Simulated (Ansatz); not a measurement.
Si2N2O:
```xyz
10
Lattice="4.4607 -2.7587 0.0000 4.4607 2.7587 0.0000 0.0000 0.0000 4.8651" Properties=species:S:1:pos:R:3 pbc="T T T"
Si     1.5753     0.8326     1.3188
Si     7.3461    -0.8326     3.7513
Si     7.3461     0.8326     1.3188
Si     1.5753    -0.8326     3.7513
N      1.9464     0.6843     2.9980
N      6.9750    -0.6843     0.5654
N      6.9750     0.6843     2.9980
N      1.9464    -0.6843     0.5654
O      4.4607    -1.5886     1.0615
O      4.4607     1.5886     3.4940
```

Tensor components refer to the Cartesian frame of this cell.

Question: Give the proper piezoelectric stress tensor with relaxed ions from the program Ansatz at the PBEsol level (PAW).

Answer: In C/m², rows x, y, z, Voigt columns; mesh uncertainty up to 0.00.
```
 0.00   0.00   0.00   0.00  -0.18   0.00
 0.00   0.00   0.00  -0.15   0.00   0.00
-0.24  -0.13   0.37   0.00   0.00   0.00
```

The elastic tensor of the same run (GPa):

```
      1     2     3    4     5     6
-  ----  ----  ----  ---  ----  ----
1   297  72.9  47.0  0.0   0.0   0.0
2  72.9   228  31.5  0.0   0.0   0.0
3  47.0  31.5   307  0.0   0.0   0.0
4   0.0   0.0   0.0  132   0.0   0.0
5   0.0   0.0   0.0  0.0  57.4   0.0
6   0.0   0.0   0.0  0.0   0.0  72.9
```

Question: Convert to strain constants d = e·S.

Answer: In pC/N:
```
 0.0   0.0   0.0   0.0  -3.1   0.0
 0.0   0.0   0.0  -1.1   0.0   0.0
-0.9  -0.5   1.4   0.0   0.0   0.0
```

Space group Cmc2_1. The workflow started from a Materials Project entry (that database holds measured and hypothetical structures alike); the Crystallography Open Database files this formula in space group No. 36, but the cells were not matched. Whether it is the stable phase at ambient conditions was not checked. The PBEsol relaxation kept the symmetry of its start; its stability against distortions is not shown here.

Potentials: the later of the program's two PAW sets.
